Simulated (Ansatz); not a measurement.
Given:

Ge:
```
CELL_PARAMETERS angstrom
     -3.47031     3.47031     3.47031
      3.47031    -3.47031     3.47031
      3.47031     3.47031    -3.47031
ATOMIC_POSITIONS crystal
  Ge 0.50000 0.00000 0.79608
  Ge 0.50000 0.00000 0.20392
  Ge 0.70392 0.70392 0.70392
  Ge 0.29608 0.29608 0.29608
  Ge 0.00000 0.79608 0.50000
  Ge 0.00000 0.20392 0.50000
  Ge 0.79608 0.50000 0.00000
  Ge 0.20392 0.50000 0.00000
```

This is the PBEsol-relaxed structure.

Q: All from PBEsol (plane waves, PAW; program Ansatz), unless another level is named. Estimate the Debye temperature from the elastic constants.

A: 315 K.

Q: Give the elastic constants (relaxed ions, GPa).

A: C11 = 122, C12 = 36.0, C44 = 37.7.

Q: Give the highest zone-centre frequency.

A: 30.9 meV.

Space group Ia-3. The workflow started from a Materials Project entry (that database holds measured and hypothetical structures alike); the Crystallography Open Database copy checked does not list it. It is not the phase usual at ambient conditions (space group No. 227). The cell was relaxed with PBEsol under the symmetry of its start; of distortions, only those at the zone centre were tested. As this level gives no gap, shear constants depend on the k-mesh and smearing (Fermi–Dirac, 0.1 eV here).

Potentials: the later of the program's two PAW sets.
